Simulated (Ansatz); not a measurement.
Hf:
```xyz
2
Lattice="3.1208 0.0000 0.0000 -1.5604 2.7027 0.0000 0.0000 0.0000 4.9388" Properties=species:S:1:pos:R:3 pbc="T T T"
Hf     0.0000     1.8018     1.2347
Hf     1.5604     0.9009     3.7041
```

Relaxed with LDA. Special points in fractions of this cell's reciprocal vectors: Γ (0.000, 0.000, 0.000); M (0.500, 0.000, 0.000); K (0.333, 0.333, 0.000); A (0.000, 0.000, 0.500); L (0.500, 0.000, 0.500); H (0.333, 0.333, 0.500).

Problem. List the band energies nearest the Fermi level at these points for LDA (plane waves, PAW; program Ansatz).

Solution. In eV from the Fermi level; about four levels below and three above (degenerate sets whole), none deeper than 8.9 eV; points with the same levels are listed once.

```json
[
 {"k": "Γ", "below": "-7.60 -3.96", "above": "1.03 1.11 1.11"},
 {"k": "M", "below": "-3.48 -3.04 -2.48 -0.61", "above": "0.67 0.94 1.76"},
 {"k": "K", "below": "-2.43 -1.82 -1.82 -1.45", "above": "0.35 0.35 2.15"},
 {"k": "A", "below": "-5.49 -5.49", "above": "0.11 0.11 0.98 0.98 0.98 0.98"},
 {"k": "L", "below": "-3.66 -3.66 -1.15 -1.15", "above": "1.51 1.51 2.73 2.73"},
 {"k": "H", "below": "-1.55 -1.55 -0.09 -0.09", "above": "2.57 2.57 5.37 5.37"}
]
```

Space group P6_3/mmc (hcp (Mg type)). The cell was relaxed with LDA under the symmetry of its start; of distortions, only those at the zone centre were tested. No spin polarisation was allowed. Scalar-relativistic: spin–orbit coupling is off unless named, which matters more the heavier the elements.

Potentials: the earlier of the program's two PAW sets.
